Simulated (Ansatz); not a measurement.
## RbAg2, before and after

The cell of RbAg2 is invented: random cell by space group and Wyckoff sites (P4/mmm, No. 123). The dimensions are guesses.

start:

Space group P4/mmm (No. 123). a = 4.197 Å, b = 4.197 Å, c = 5.063 Å, α = 90.00°, β = 90.00°, γ = 90.00°
```json
{"atom": "Rb", "site": "1c", "symmetry": "4/mmm", "x": "0.5000", "y": "0.5000", "z": "0.0000"}
{"atom": "Ag", "site": "2g", "symmetry": "4mm", "x": "0.0000", "y": "0.0000", "z": "0.7445"}
```

All numbers below come from Ansatz, DFT PBE, scalar-relativistic, plane waves, PAW. Cutoff 420 eV, Gaussian smearing, Γ-centred meshes. Cell and atoms relax first on a coarse mesh and then on a finer one. In between, the cell is made exact in the group found at 0.06 Å. In metals the finer mesh still leaves noise of several meV/atom or more. The steps can't lower the symmetry of their start. No spin polarisation.

end:

Space group P4/mmm (No. 123). a = 4.855 Å, b = 4.855 Å, c = 5.384 Å, α = 90.00°, β = 90.00°, γ = 90.00°
```
atom  site  symmetry       x       y       z
  Rb    1c     4/mmm  0.5000  0.5000  0.0000
  Ag    2g       4mm  0.0000  0.0000  0.7490
```

The symmetry stays P4/mmm (No. 123). The volume per atom grows by 42.3 %, from 29.7 to 42.3 Å³. The shortest distance goes from 2.48 Å (Ag–Ag) to 2.68 Å (Ag–Ag). The energy falls by about 0.24 eV/atom (the start's value is from the coarse mesh).

| Property | Result |
| --- | --- |
| Volume per atom | 42.31 Å³ |
| Density | 3.94 g/cm³ |
| Energy over the elements | +0.23 eV/atom |
| Gap on the 10×10×10 mesh of the 3-atom cell | 0 eV (a metal) |

Energies over the elements count from the elements' standard structures at the same level, with no fitted energy shifts. It can't be a ground state, since the elements alone are lower.

The last run used Gaussian smearing of 0.10 eV. A structure relaxed within its symmetry needn't be a true minimum. In all, the 3 runs took 110 s on 1 thread of Intel(R) Xeon(R) Platinum 8275CL CPU @ 3.00GHz (Skylake/Cascade Lake), on a shared host.
